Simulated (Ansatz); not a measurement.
Relaxed-ion elastic tensor of BN (wurtzite, P6_3mc) in GPa (Voigt order), DFT-r²SCAN in the program Ansatz with PAW potentials; density 3.49 g/cm³, 5.90 Å³ per atom.

```
 977   135  59.2   0.0   0.0   0.0
 135   977  59.2   0.0   0.0   0.0
59.2  59.2  1060   0.0   0.0   0.0
 0.0   0.0   0.0   350   0.0   0.0
 0.0   0.0   0.0   0.0   350   0.0
 0.0   0.0   0.0   0.0   0.0   421
```

Problem. Is the crystal mechanically stable?

Solution. Yes: the smallest eigenvalue of C is 350 GPa.

Problem. Work out the Voigt, Reuss and Hill averages.

Solution. K_V = 392, K_R = 392, K_H = 392; G_V = 409, G_R = 401, G_H = 405 GPa.

Problem. Give Young's modulus, Poisson's ratio, Pugh's ratio and the universal anisotropy index.

Solution. E = 9KG/(3K + G) = 903 GPa; ν = 0.12; K/G = 0.97 (brittle by the Pugh limit of 1.75); A_U = 5G_V/G_R + K_V/K_R − 6 = 0.09.

Problem. Estimate the sound speeds and the Debye temperature.

Solution. v_l = √((K + 4G/3)/ρ) = 16300 m/s, v_t = √(G/ρ) = 10800 m/s, mean 11800 m/s; Θ = (h/k)(3n/4πV)^(1/3) v_m = 1940 K.

Problem. Solve the Christoffel equation for the three sound speeds along x, y, z.

Solution. Eigenvalues of C_ijkl n_j n_l equal ρv² (piezoelectric stiffening left out). In km/s, slowest first: x 10.01, 10.97, 16.72; y 10.01, 10.97, 16.72; z 10.01, 10.01, 17.45.

Problem. How much does each axis shrink under pressure?

Solution. Linear compressibilities β_i = Σ_j S_ij (j = 1 to 3): x 0.85, y 0.85, z 0.84 per TPa.

The cell was relaxed with r²SCAN under the symmetry of its start.

Potentials: the later of the program's two PAW sets.
